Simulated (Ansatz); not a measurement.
In DFT-PBE in the program Ansatz with PAW potentials, Mn in the diamond structure (Fd-3m) relaxes to a = 4.952 Å. Mn has 4 nearest neighbours from 2.14 Å (tetrahedral).

Electronic character: metallic (no gap). The magnetic state found is non-magnetic (starting moments vanished).

The bulk modulus is 146 GPa.

The start of the workflow was typed in or built on a structure type; neither database checked (COD, Materials Project) lists it. It is not the phase usual at ambient conditions (space group No. 217). The PBE relaxation kept the symmetry of its start; its stability against distortions is not shown here. The workflow began spin-polarised and lost its moments. The volume moved by -27 % from the start of the relaxation.

Potentials: the later of the program's two PAW sets.
